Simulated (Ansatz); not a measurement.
# InGa$_{2}$N$_{3}$: enthalpy against pressure

InGa$_{2}$N$_{3}$, Cmc2_1, a = 9.906 Å, b = 5.714 Å, c = 5.336 Å. The structure is a Materials Project entry; whether it is the stable form wasn't checked. Ansatz: PBEsol, PAW, 420 eV, Γ-centred 6×6×6 mesh on 12 atoms, Gaussian smearing 0.02 eV; no spin polarisation. Cell and atoms are relaxed at each pressure, and no other structure is tried, so the rows at high pressure may lie past a change of phase. y is the enthalpy over the state at zero pressure; there V0 = 12.583 Å³/atom. The pressures are the targets, met within 0.03 GPa.

| P (GPa) | y (eV/atom) |
| --- | --- |
| -1.0 | -0.0788 |
| 0.0 | 0.0000 |
| 1.0 | 0.0783 |
| 4.0 | ? |
| 12.0 | 0.9127 |
| 25.0 | 1.8468 |

Task: Fit y = c1 P + c2 P² + c3 P³ to the other rows, say what c1 and c2 mean, and predict the missing value.

Result: Least squares on the rows shown. y = 0.078551 P − 0.00022675 P² + 1.5830×10⁻⁶ P³. Since dH/dP = V, c1 is V0: 0.078551 eV/GPa × 160.2 = 12.584 Å³ against 12.583; c2 = −V0/(2B0) gives B0 = 173 GPa, where a Birch–Murnaghan fit to the volumes of the same runs (not shown) gives 169 GPa. At P = 4.0 the fit asked for gives 0.3107 eV/atom. The run gave 0.3106 eV/atom, so the fit is 0.0001 eV/atom too high, a small miss on the scale of the series.